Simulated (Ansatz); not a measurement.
ReC in space group P-6m2 (No. 187; Re on 1a, C on 1f) under volume change, the program Ansatz at the PBEsol level (PAW), shape and atoms relaxed at each volume.

| V (Å³/atom) | E − E(relaxed) (meV/atom) | P (GPa) |
|---|---|---|
| 8.980 | 129.3 | 50.74 |
| 9.276 | 54.2 | 31.03 |
| 9.572 | (withheld) | (withheld) |
| 9.868 | 0.0 | 0.00 |
| 10.164 | 11.5 | -12.13 |
| 10.460 | (withheld) | (withheld) |
| 10.757 | 93.4 | -31.15 |

Q: Some entries are withheld; supply them.

A: 
- 9.572, E − E(relaxed) (meV/atom): 12.8
- 9.572, P (GPa): 14.26
- 10.460, E − E(relaxed) (meV/atom): 43.7
- 10.460, P (GPa): -22.42

Q: What does a third-order Birch–Murnaghan fit give for V₀, B₀ and B′?

A: V₀ = 9.87 Å³/atom, B₀ = 437 GPa, B′ = 4.4.

A made-up cell: these elements were put on the sites of a structure type; the Crystallography Open Database copy checked does not list it. Whether it is the stable phase at ambient conditions was not checked. Symmetry was held in the PBEsol relaxation; its stability against distortions is not shown here. The run is not spin-polarised. Scalar-relativistic: spin–orbit coupling is off unless named, which matters more the heavier the elements.

Potentials: the earlier of the program's two PAW sets. The files were generated under PBE; for other functionals the program regenerates the frozen cores, and for LDA and PBEsol the local potential too.
